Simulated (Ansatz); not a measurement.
AlRu in space group Cmcm (No. 63; Al on 4c, Ru on 4c) at seven volumes, plane-wave PAW PBEsol (Ansatz code), shape and atoms relaxed at each. One row is withheld.

```
V (Å³/atom)  P (GPa)
-----------  -------
12.457             ?
12.868         13.92
13.278          6.40
13.689          0.00
14.100         -5.43
14.510        -10.01
14.921        -13.90
```

Task: Fit the shown pressures and predict the withheld one.

Result: Third-order Birch–Murnaghan: P = (3/2)B₀(x^(7/2) − x^(5/2))[1 + (3/4)(B′ − 4)(x − 1)] with x = (V₀/V)^(2/3). Least squares on the six rows gives V₀ = 13.689 Å³/atom, B₀ = 195.8 GPa, B′ = 4.51. At V = 12.457, x = 1.0649 and P = 22.86 GPa. The run itself gave 22.79 GPa.

The start of the workflow was typed in or built on a structure type; neither database checked (COD, Materials Project) lists it. COD files the formula under space group No. 221. Whether it is the stable phase at ambient conditions was not checked. The PBEsol relaxation kept the symmetry of its start; its stability against distortions is not shown here. The run is not spin-polarised.

Potentials: the earlier of the program's two PAW sets. The files were generated under PBE; for other functionals the program regenerates the frozen cores, and for LDA and PBEsol the local potential too.
